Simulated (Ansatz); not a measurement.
Relaxed-ion elastic tensor of V (bcc (W type), Im-3m) in GPa (Voigt order), DFT-r²SCAN in the program Ansatz with PAW potentials; density 6.38 g/cm³, 13.26 Å³ per atom.

|  | 1 | 2 | 3 | 4 | 5 | 6 |
|---|---|---|---|---|---|---|
| 1 | 279 | 151 | 151 | 0.0 | 0.0 | 0.0 |
| 2 | 151 | 279 | 151 | 0.0 | 0.0 | 0.0 |
| 3 | 151 | 151 | 279 | 0.0 | 0.0 | 0.0 |
| 4 | 0.0 | 0.0 | 0.0 | 16.1 | 0.0 | 0.0 |
| 5 | 0.0 | 0.0 | 0.0 | 0.0 | 16.1 | 0.0 |
| 6 | 0.0 | 0.0 | 0.0 | 0.0 | 0.0 | 16.1 |

Q: Is the crystal mechanically stable?

A: Yes: the smallest eigenvalue of C is 16.1 GPa.

Q: Work out the Voigt, Reuss and Hill averages.

A: K_V = 194, K_R = 194, K_H = 194; G_V = 35.2, G_R = 23.0, G_H = 29.1 GPa.

Q: Give Young's modulus, Poisson's ratio, Pugh's ratio and the universal anisotropy index.

A: E = 9KG/(3K + G) = 83.1 GPa; ν = 0.43; K/G = 6.66 (ductile by the Pugh limit of 1.75); A_U = 5G_V/G_R + K_V/K_R − 6 = 2.67.

Q: Estimate the sound speeds and the Debye temperature.

A: v_l = √((K + 4G/3)/ρ) = 6030 m/s, v_t = √(G/ρ) = 2130 m/s, mean 2430 m/s; Θ = (h/k)(3n/4πV)^(1/3) v_m = 305 K.

Q: Give the Zener ratio and Young's modulus along [100], [110] and [111].

A: A = 2C44/(C11 − C12) = 0.25; 1/E = S11 − 2(S11 − S12 − S44/2)Γ with Γ = 0, 1/4, 1/3 gives 173, 57.4, 47.0 GPa.

Q: Solve the Christoffel equation for the three sound speeds along [100], [110], [111].

A: Eigenvalues of C_ijkl n_j n_l equal ρv². In km/s, slowest first: [100] 1.59, 1.59, 6.61; [110] 1.59, 3.16, 6.02; [111] 2.74, 2.74, 5.81.

Symmetry was held in the r²SCAN relaxation. The workflow began spin-polarised and lost its moments. As this level gives no gap, shear constants depend on the k-mesh and smearing (Fermi–Dirac, 0.1 eV here). On the denser mesh and wider smearing of the elastic run this cell carries a stress of 0.4 GPa.

Potentials: the later of the program's two PAW sets.
